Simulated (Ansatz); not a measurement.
Relaxed-ion elastic tensor of VCo3 (Cu3Au type, space group No. 221) in GPa (Voigt order), PBEsol in the plane-wave PAW code Ansatz; density 9.08 g/cm³, 10.41 Å³ per atom.

```csv
,1,2,3,4,5,6
1,424,205,205,0.0,0.0,0.0
2,205,424,205,0.0,0.0,0.0
3,205,205,424,0.0,0.0,0.0
4,0.0,0.0,0.0,216,0.0,0.0
5,0.0,0.0,0.0,0.0,216,0.0
6,0.0,0.0,0.0,0.0,0.0,216
```

Q: Is the crystal mechanically stable?

A: Yes: the smallest eigenvalue of C is 216 GPa.

Q: Work out the Voigt, Reuss and Hill averages.

A: K_V = 278, K_R = 278, K_H = 278; G_V = 174, G_R = 155, G_H = 164 GPa.

Q: Give Young's modulus, Poisson's ratio, Pugh's ratio and the universal anisotropy index.

A: E = 9KG/(3K + G) = 412 GPa; ν = 0.25; K/G = 1.69 (near the Pugh limit of 1.75, no verdict); A_U = 5G_V/G_R + K_V/K_R − 6 = 0.58.

Q: Estimate the sound speeds and the Debye temperature.

A: v_l = √((K + 4G/3)/ρ) = 7400 m/s, v_t = √(G/ρ) = 4260 m/s, mean 4730 m/s; Θ = (h/k)(3n/4πV)^(1/3) v_m = 644 K.

Q: Give the Zener ratio and Young's modulus along [100], [110] and [111].

A: A = 2C44/(C11 − C12) = 1.98; 1/E = S11 − 2(S11 − S12 − S44/2)Γ with Γ = 0, 1/4, 1/3 gives 290, 431, 516 GPa.

Q: Solve the Christoffel equation for the three sound speeds along [100], [110], [111].

A: Eigenvalues of C_ijkl n_j n_l equal ρv². In km/s, slowest first: [100] 4.88, 4.88, 6.83; [110] 3.47, 4.88, 7.65; [111] 3.99, 3.99, 7.90.

Space group Pm-3m (Cu3Au type). The workflow started from a Materials Project entry (that database holds measured and hypothetical structures alike); the Crystallography Open Database copy checked does not list it. With V and Co taken as one species the cell has the higher symmetry Fm-3m, so it may be an ordered model of a mixed-site phase. Whether it is the stable phase at ambient conditions was not checked. Symmetry was held in the PBEsol relaxation; of distortions, only those at the zone centre were tested. The run is not spin-polarised. As this level gives no gap, shear constants depend on the k-mesh and smearing (Fermi–Dirac, 0.1 eV here). On the denser mesh and wider smearing of the elastic run this cell carries a stress of 0.3 GPa.

Potentials: the earlier of the program's two PAW sets.
